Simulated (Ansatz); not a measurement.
The relaxed structure here is a generated cell of BaTe2: the first start was made by placing the elements on the sites of a structure type, and the end was not matched to a known phase here, so it may be hypothetical.

One starting cell of BaTe$_{2}$ (a generated cell, BaTe2 built in the AFLOW prototype AB2_hP12_194_f_ah (C14, as in MgZn2)) was relaxed twice with Ansatz (plane waves, PAW, scalar-relativistic): with r2SCAN at 500 eV and with PBE at 420 eV. The r2SCAN result:

```cif
data_Ba4Te8
_chemical_formula_sum 'Ba4 Te8'
_space_group_name_H-M_alt 'P63/mmc'
_space_group_IT_number 194
_space_group_name_Hall '-P 6c 2c'
_cell_length_a 6.00854
_cell_length_b 6.00854
_cell_length_c 16.54251
_cell_angle_alpha 90.000
_cell_angle_beta 90.000
_cell_angle_gamma 120.000
loop_
_atom_site_label
_atom_site_type_symbol
_atom_site_symmetry_multiplicity
_atom_site_Wyckoff_symbol
_atom_site_fract_x
_atom_site_fract_y
_atom_site_fract_z
_atom_site_occupancy
Ba1 Ba 4 f 0.33333 0.66667 0.10988 1
Te1 Te 2 a 0.00000 0.00000 0.00000 1
Te2 Te 6 h 0.33287 0.16644 0.25000 1
```

```csv
quantity,r2SCAN,PBE
space group,P6₃/mmc,P6₃/mmc
volume (Å³/atom),43.10,[?]
a (Å),6.009,[?]
c (Å),16.543,[?]
"gap (eV, no spin-orbit coupling)",0.00,[?]
```

Problem. Fill in the PBE column.

Solution. 
- volume (Å³/atom), PBE: 43.33
- a (Å), PBE: 6.025
- c (Å), PBE: 16.541
- gap (eV, no spin-orbit coupling), PBE: 0.00

Both levels end in the same structure; PBE's volume is 0.5 % larger. Neither column is exact.

No spin polarisation in the result.

The run could not lose the symmetry of its start: the end is stationary, and may be a saddle point rather than a minimum.

Ansatz is a program for electronic structure.
